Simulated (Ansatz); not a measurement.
## YLu3: Lu vacancy

All numbers are calculated (PBEsol, no spin polarisation, no spin-orbit coupling; Ansatz, PAW set soft_2, 420 eV, k-mesh 3×3×3), not measured.

The relaxed host crystal (no gap at this level of theory):

```
Lu Y
1.0
     6.97386    0.00000    0.00000
    -3.48693    6.03954    0.00000
     0.00000    0.00000    5.40136
Lu Y
6 2
Direct
  0.16502 0.33003 0.25000
  0.66997 0.83498 0.25000
  0.16502 0.83498 0.25000
  0.83498 0.66997 0.75000
  0.33003 0.16502 0.75000
  0.83498 0.16502 0.75000
  0.33333 0.66667 0.75000
  0.66667 0.33333 0.25000
```

Supercell of 24 atoms, rows of the matrix [[-1,-1,1],[1,0,1],[0,1,1]] times the cell vectors; Lu vacancy at (0.165, 0.330, 0.250) in fractions of the cell above. Atoms are relaxed at the host's cell, from a start shaken by 0.05 Å near the defect.

Distances from the empty Lu site (Å), by shell of the perfect crystal:

```csv
shell,perfect crystal,"relaxed, charge 0"
4 Lu,3.36,3.39
2 Y,3.38,3.29
2 Lu,3.45,3.48
2 Y,3.49,3.45
```

```json
{"charge": "0", "gap of the cell on the mesh (eV)": "0.00"}
```

Formation energy of the neutral defect: 1.96 eV, taking atoms from and to the elements' standard states (no corrections for gases), so it belongs to those chemical potentials alone.

Relaxed cell at charge 0:

```
YLu3 V_Lu charge 0
1.0
    -3.4869   -6.0395    5.4014
     6.9739    0.0000    5.4014
    -3.4869    6.0395    5.4014
Lu Y
17 6
Direct
  0.2462 0.4181 0.5810
  0.5839 0.7504 0.9187
  0.5725 0.2589 0.4204
  0.9126 0.5792 0.7514
  0.2503 0.9202 0.0814
  0.7445 0.9097 0.5923
  0.0833 0.2480 0.9151
  0.4137 0.5893 0.2521
  0.7446 0.5842 0.4203
  0.0800 0.9143 0.7521
  0.4127 0.2543 0.0848
  0.0838 0.4200 0.2523
  0.4148 0.7510 0.5822
  0.7510 0.0801 0.9125
  0.9128 0.7487 0.0811
  0.2522 0.0883 0.4137
  0.5826 0.4176 0.7502
  0.9159 0.2429 0.5764
  0.2452 0.5841 0.9196
  0.5888 0.9258 0.2490
  0.7469 0.4132 0.0879
  0.0771 0.7553 0.4180
  0.4148 0.0844 0.7498
```

Caveats: small supercell, so energies and levels can be off by tenths of an eV; one random start near the defect, so other minima are possible.
